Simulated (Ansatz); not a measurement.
**Piezoelectric tensor of AlGaN2 at 5 GPa (stress–strain coefficients)**

The calculation used DFT PBEsol, scalar-relativistic, plane waves, PAW in Ansatz 0.2.0. Settings: 420 eV plane-wave cutoff, Γ-centred 12×12×6 mesh, fixed occupations. No spin polarisation.

The cell, relaxed at 5 GPa:
```yaml
crystal:
  lattice:
    - [3.12178, 0.00000, 0.00000]
    - [-1.56089, 2.70354, 0.00000]
    - [0.00000, 0.00000, 5.05359]
  atoms:
    - { symbol: Al, position: [0.00000, 0.00000, 0.99969] }
    - { symbol: Ga, position: [0.66667, 0.33333, 0.49715] }
    - { symbol: N, position: [0.66667, 0.33333, 0.11243] }
    - { symbol: N, position: [0.00000, 0.00000, 0.62713] }
```

Other phases may be more stable at this pressure.

(1) Give the relaxed-ion proper piezoelectric stress tensor e_iJ (C/m², Voigt columns xx yy zz yz xz xy).

(2) With the elastic constants (GPa, Voigt order)
```
382.3 153.5 117.0   2.5   0.0   0.0
153.5 382.3 117.0  -2.5   0.0   0.0
117.0 117.0 401.2   0.0   0.0   0.0
  2.5  -2.5   0.0  97.1   0.0   0.0
  0.0   0.0   0.0   0.0  97.1   2.5
  0.0   0.0   0.0   0.0   2.5 114.4
```
find the strain coefficients d = e·C⁻¹ (pC/N).

Results:

(1)
```
x    0.00  0.00  0.00  0.00  0.40 -0.04
y   -0.04  0.04  0.00  0.40  0.00  0.00
z    0.60  0.60 -1.27  0.00  0.00  0.00
```
Signs follow the orientation of the cell as given.

(2)
```
x    0.00  0.00  0.00  0.00  4.10 -0.40
y   -0.20  0.20  0.00  4.10  0.00  0.00
z    2.08  2.08 -4.37  0.00  0.00  0.00
```

Whether AlGaN2 exists in this form wasn't checked.

Cost: 1 run of about 5.2 core-minutes, on Intel Xeon 6975P-C (Granite Rapids) (shared hosts).